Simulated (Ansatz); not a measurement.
Convergence of CaMg3 with the plane-wave cutoff

Computed with DFT PBEsol, scalar-relativistic, plane waves, PAW in Ansatz.

```xyz
4
Lattice="4.7768 0.0177 -0.0483 0.0177 4.7317 0.0649 -0.0483 0.0649 4.8021" Properties=species:S:1:pos:R:3 pbc="T T T"
Ca   -0.0338    0.0484    0.0307
Mg    2.2835    2.4828   -0.1009
Mg    2.4008    0.0311    2.3231
Mg    0.0107    2.2725    2.3946
```

- Γ-centred k-mesh: 6×6×6
- occupation rule: Gaussian smearing, 0.1 eV
- spin treatment: unpolarised
- valence charge of the PAW sets: Ca 10, Mg 10

The atoms are held and the plane-wave cutoff is swept. Energies are extrapolated to zero smearing and count from the reference run, 600 eV. The cell was strained and its atoms displaced at random, so that forces don't vanish. Pressure is positive in compression and holds a correction for the finite cutoff (Pulay stress).

Task: Tried: 200, 250, 300, 350, 420, 600 eV. From which plane-wave cutoff on does the energy per atom stay within 100, 10 and 1 meV of the reference?

Result: 300 for 100 meV, 350 for 10 meV, 420 for 1 meV. The reference itself isn't shown to be converged. At 350 eV, where the energy is within 10 meV, force components already agree to within 0.001 eV/Å, where the largest force is 0.406 eV/Å.

| cutoff (eV) | ΔE (meV/atom) | P (GPa) | largest change of a force component (eV/Å) | plane waves at Γ |
| --- | --- | --- | --- | --- |
| 200 | 1698 | -0.17 | 0.033 | 723 |
| 250 | 204 | -0.42 | 0.005 | 983 |
| 300 | 19.8 | -0.41 | 0.000 | 1295 |
| 350 | 1.28 | -0.43 | 0.000 | 1611 |
| 420 | 0.12 | -0.43 | 0.000 | 2105 |
| 600 | 0.00 | -0.43 | 0.000 | 3641 |